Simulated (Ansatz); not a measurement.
**SnO$_{2}$: zone-centre modes**

Level of theory: DFT LDA, scalar-relativistic, plane waves, PAW in Ansatz. Settings: plane waves to 420 eV, k-mesh 12×12×4 (Γ-centred), Gaussian smearing 0.05 eV. No spin polarisation.

The undisturbed cell (relaxed at this level; this form isn't the usual structure):

```xyz
6
Lattice="3.1700 0.0000 0.0000 -1.5850 2.7453 0.0000 0.0000 0.0000 10.4142" Properties=species:S:1:pos:R:3 pbc="T T T"
Sn    0.0000    0.0000    5.2071
Sn    0.0000    0.0000    0.0000
O     1.5850    0.9151    4.2157
O     1.5850    0.9151    0.9914
O     0.0000    1.8302    6.1985
O     0.0000    1.8302    9.4229
```

The cell holds layers and no dispersion correction was added, so their binding is poorly described.

Harmonic modes by finite displacements of 0.02 Å, without the LO–TO term.

**Question.** At this geometry, is the structure stable against these modes?

**Answer.** No: 2 modes are unstable, the strongest at 17i cm⁻¹.

**Question.** List the wavenumbers in cm⁻¹.

**Answer.** 17i, 17i, 0, 0, 0, 30, 413, 413, 414, 414, 459, 459, 460, 460, 495, 497, 498, 548.

Cost: 1 run of about 1.7 core-minutes, on Arm Neoverse V2 (shared hosts).